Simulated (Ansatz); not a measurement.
## How AlN (P6_3mc) stiffens under pressure

```xyz
4
Lattice="3.0888 0.0000 0.0000 -1.5444 2.6749 0.0000 0.0000 0.0000 4.9433" Properties=species:S:1:pos:R:3 pbc="T T T"
Al    0.0000    1.7833   -0.0049
Al    1.5444    0.8916    2.4667
N     0.0000    1.7833    1.8833
N     1.5444    0.8916    4.3550
```

This is the zero-pressure cell. At each pressure cell and atoms are relaxed in this structure, and the constants are slopes of the stress at strains of ±0.005 with relaxed ions (the coefficients that govern stability under load). Level: LDA, PAW on Ansatz 0.2.0's default frozen-core files (fitted under PBE), scalar-relativistic; k mesh 8×8×4, strains of ±0.005, fixed occupations, cutoff 420 eV. P is the pressure of the relaxed cell, less that of this one.

```tsv
P (GPa)	V/V₀	C11 (GPa)	C12 (GPa)	C13 (GPa)	C33 (GPa)	C44 (GPa)
0.00	1.0000	396.2	143.4	112.2	369.4	115.9
0.98	0.9954	400.4	147.6	115.7	372.1	116.0
2.01	0.9906	404.9	152.0	119.6	374.9	116.1
4.01	0.9817	413.2	160.4	127.5	381.0	116.9
7.00	?	?	?	?	?	?
10.01	0.9571	435.5	184.5	151.1	395.1	118.5
15.00	0.9386	451.9	204.0	170.4	402.9	119.0
```

Problem. Does the bulk modulus from the constants agree with the pressure-volume curve?

Solution. A third-order Birch-Murnaghan fit to the volumes shown (F against f, f = [(V₀/V)^(2/3) − 1]/2) gives B₀ = 210.0 GPa and B′ = 3.8. Its −V dP/dV stands beside the Reuss value 1/ΣS_ij (i, j ≤ 3):

```
P (GPa)  from P(V)  from the constants
   0.00      210.0               209.9
   0.98      213.7               213.6
   2.01      217.6               217.5
   4.01      225.1               225.3
  10.01      247.2               247.3
  15.00      265.3               264.3
```

Problem. What are the pressure derivatives at zero pressure?

Solution. Slopes at V₀ of quadratic fits in −ln(V/V₀) through the first four rows shown, divided by B₀: dC11/dP = 4.4, dC12/dP = 4.3, dC13/dP = 3.6, dC33/dP = 2.6, dC44/dP = 0.0. The mean slopes up to 2.0 GPa are 4.3, 4.3, 3.7, 2.8, 0.1; curvature and scatter of the constants part the two.

Problem. Fill the row at 7.00 GPa.

Solution. Cubic fits in −ln(V/V₀) through all rows shown give C11 = 424.7, C12 = 172.6, C13 = 139.3, C33 = 388.5, C44 = 117.7 GPa. Computed: V/V₀ = 0.9691, C11 (GPa) = 424.6, C12 (GPa) = 172.2, C13 (GPa) = 138.9, C33 (GPa) = 387.8, C44 (GPa) = 117.4.

Problem. Does a shear stiffness soften?

Solution. C44 goes from 115.9 to 119.0 GPa; (C11 − C12)/2 goes from 126.4 to 124.0 GPa. Neither ends more than 3 % under its start, and the lattice stays mechanically stable over this range.

Known limits: no other phase was computed; many crystals of this kind change structure within this range, and rows or crossings beyond such a change describe a metastable lattice; frozen-core PAW files fitted under PBE, their cores solved anew for the functional of the run; constants at zero field, no piezoelectric stiffening; phonons weren't checked at these pressures.
